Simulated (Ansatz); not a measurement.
Computed properties of KAlH4

KAlH₄:
```
KAlH4
1.0
   -2.59911     2.59911     5.94750
    2.59911    -2.59911     5.94750
    2.59911     2.59911    -5.94750
K H Al
2 8 2
Direct
  0.25000   0.75000   0.50000
  0.50000   0.50000   0.00000
  0.78795   0.40482   0.84756
  0.15482   0.80727   0.11687
  0.55727   0.94040   0.15244
  0.69040   0.03795   0.88313
  0.96205   0.84518   0.65244
  0.59518   0.44273   0.38313
  0.19273   0.30960   0.34756
  0.05960   0.21205   0.61687
  0.75000   0.25000   0.50000
  0.00000   0.00000   0.00000
```

Space group I4_1/a (No. 88); conventional cell a = b = 5.1982 Å, c = 11.8950 Å, α = β = γ = 90.00°.

Method: the program Ansatz at the LDA level (PAW). The cell and atoms are relaxed at this level. Other levels are named where they apply.

### Cell and energy

- Volume per atom = 13.39 Å³
- Density = 1.45 g/cm³
- Formation energy from the elements (no fitted shifts) = -0.25 eV/atom

### Electronic structure

Band gap: 4.30 eV (indirect)
Valence-band maximum: off the standard path, at k = (-0.099, 0.094, 0.224)
Conduction-band minimum: on the Γ–M line, 23 % of the way from Γ (2 equivalent valleys)
Smallest direct gap on the standard path: 4.62 eV
Electron effective mass: 0.54, 0.54, 2.1 mₑ (principal values)
Weight of the conduction-edge state by species (Voronoi cells): H 77 %, K 15 %, Al 9 %
Hole effective mass: 1.4, 1.8, 3.3 mₑ (principal values)
Weight of the valence-edge state by species (Voronoi cells): H 89 %, Al 9 %, K 3 %

### Mechanics

- Bulk modulus (Birch–Murnaghan fit) = 19.9 GPa
- Pressure derivative B′ = 4.9
- Elastic constants (relaxed ions, GPa) = C11 = 33.3, C12 = 16.8, C13 = 13.8, C33 = 26.9, C44 = 11.3, C66 = 14.0, C16 = -4.5
- Mechanical stability = stable (all eigenvalues of C positive)
- Hill bulk and shear moduli = 20.1 and 10.0 GPa
- Young's modulus = 25.6 GPa
- Poisson's ratio = 0.29
- Debye temperature from the elastic constants = 367 K

### Dielectric response

- Electronic dielectric constant ε∞ (DFPT) = 3.10 (xx = yy), 3.19 (zz)
- Static dielectric constant ε0 (ions relaxed, cell fixed) = 9.14 (xx = yy), 5.50 (zz)
- Born charges (a third of the trace) = K +1.11, H -0.66, Al +1.54 e

### Phonons

* **Highest zone-centre frequency (without LO–TO term)**: 1789 cm⁻¹
* **Zone-centre stability**: no imaginary mode at Γ
* **Dynamical stability on the path**: stable (no imaginary branch)
* **Zero-point energy**: 129.9 meV/atom
* **Vibrational entropy at 300 K**: 16.9 J/(K·mol of atoms)

The workflow started from an entry of the Crystallography Open Database (COD), which files this formula under 2 space groups. Its standing as an ambient phase is unchecked. The cell was relaxed with LDA under the symmetry of its start. The references are the lowest solids computed at this level, not always the standard phases (solids in place of the gases).

Potentials: the later of the program's two PAW sets.
